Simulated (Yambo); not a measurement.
Yambo run on Ba₂MgWO₆ (space group Fm-3m, No. 225). The wavefunctions are norm-conserving PBEsol (Quantum ESPRESSO, 84 Ry, no spin-orbit coupling) ones on a 2×2×2 mesh (40 occupied bands); a = b = c = 5.824 Å, α = β = γ = 60.00°.

Yambo input:

```
rim_cut
gw0
dyson
el_el_corr
HF_and_locXC
ppa
em1d
RandQpts= 1000000
RandGvec= 1 Ry
EXXRLvcs= 84 Ry
VXCRLvcs= 336 Ry
Chimod= "HARTREE"
% BndsRnXp
 3 | 214 |
%
NGsBlkXp= 7 Ry
% LongDrXp
 1.0 | 1.0 | 1.0 |
%
PPAPntXp= 27.2114 eV
% GbndRnge
 1 | 143 |
%
GTermKind= "none"
DysSolver= "n"
ExtendOut
% QPkrange
 1 | 1 | 40 | 40 |
 3 | 3 | 40 | 41 |
%
```

k points by index: 1 = Γ, 3 = X.

The o-*.qp file then holds:

```
#    K-point    Band    Eo [eV]    E [eV]    E-Eo [eV]    Vxc [eV]    Vnlxc [eV]    Sc|Eo [eV]    Sc|E [eV]    dSc/dw|Eo [eV]    Re(Z)    Im(Z)
#
    1    40    0.000000    -0.045807    -0.045807    -19.58570    -24.71102    5.066221    5.079515    -7.877638    0.775494    -0.001252
    3    40    -0.047671    -0.109641    -0.061970    -19.46073    -24.56262    5.022026    5.039920    -7.843186    0.776256    -0.001204
    3    41    2.734469    4.531786    1.797317    -16.24817    -10.77786    -3.268173    -3.672991    -6.128376    0.816181    -0.001696
```
(The two width columns are left out.) Convergence of these settings isn't established.

Geometry of the Materials Project entry, not relaxed at this level.
